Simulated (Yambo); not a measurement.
A G0W0@PBEsol run in Yambo for Zn₃PBr₃ (space group Pm, No. 6) (2×4×2 Γ-centred k mesh, bands 13 to 209 and a 6 Ry block in the screening, 209 bands in G with the Bruneval-Gonze terminator, plasmon pole fitted at 27.2 eV) gives these matrix elements, in eV, at the band edges (Γ → Γ):

```csv
state,E0,<Vxc>,<Σx>,<Σc(E0)>,Z
valence edge,0.000,-14.455,-17.120,1.691,0.791
conduction edge,1.628,-10.911,-6.863,-3.341,0.818
```

Solve the linearised quasiparticle equation for both states, give the gap, and say how exchange and correlation each act on it.

E = E0 + Z(Σx + Σc − Vxc). Valence: 0.000 + 0.791 × (-17.120 + (1.691) − (-14.455)) = -0.77 eV. Conduction: 1.628 + 0.818 × (-6.863 + (-3.341) − (-10.911)) = 2.21 eV. The gap is 2.98 eV, against 1.63 eV in PBEsol. Replacing Vxc by bare exchange alone would open it by 6.71 eV; correlation takes back 5.03 eV of that, and Z scales what is left. Nearest settings tried, and what they do to the gap: 92 bands in W, 92 bands in G: +75 meV; 109 bands in W: +43 meV; 2 Ry block (69 vectors against 305): -173 meV; 1×2×1 mesh: -279 meV. So the settings aren't converged at that level. Spin-orbit splittings are left out.

Geometry of the Materials Project entry, not relaxed at this level; primitive cell a = 6.597 Å, b = 4.007 Å, c = 6.933 Å, α = γ = 90.00°, β = 90.63°.

The structure is a Materials Project entry; no match was found in the copy of COD used, and its stability was not checked.
